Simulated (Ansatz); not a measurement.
Ru:
```
Ru
1.0
   -1.52659     1.52659     1.52659
    1.52659    -1.52659     1.52659
    1.52659     1.52659    -1.52659
Ru
1
Cartesian
  0.00000   0.00000   0.00000
```

Relaxed with PBE. Special points in fractions of this cell's reciprocal vectors: Γ (0.000, 0.000, 0.000); H (0.500, -0.500, 0.500); N (0.000, 0.000, 0.500); P (0.250, 0.250, 0.250).

List the band energies nearest the Fermi level at these points for PBE with spin–orbit coupling (plane waves, PAW; program Ansatz).

In eV from the Fermi level; about four levels below and three above (degenerate sets whole), none deeper than 8.9 eV; … stands for higher levels left out; points with the same levels are listed once.

| k | below | above |
|---|---|---|
| Γ | -2.81 -2.81 -2.81 -2.81 -2.60 -2.60 | … |
| H | -6.10 -6.10 -6.10 -6.10 | 1.67 1.67 1.67 1.67 |
| N | -4.44 -4.44 -0.12 -0.12 | 0.37 0.37 1.16 1.16 |
| P | -3.69 -3.69 -3.69 -3.69 | 0.44 0.44 0.44 0.44 |

Space group Im-3m (bcc (W type)). The start of the workflow was typed in or built on a structure type; neither database checked (COD, Materials Project) lists it. It is not the phase usual at ambient conditions (space group No. 194). Symmetry was held in the PBE relaxation; whether a distortion lowers the energy is not shown. No spin polarisation was allowed.

Potentials: the later of the program's two PAW sets.
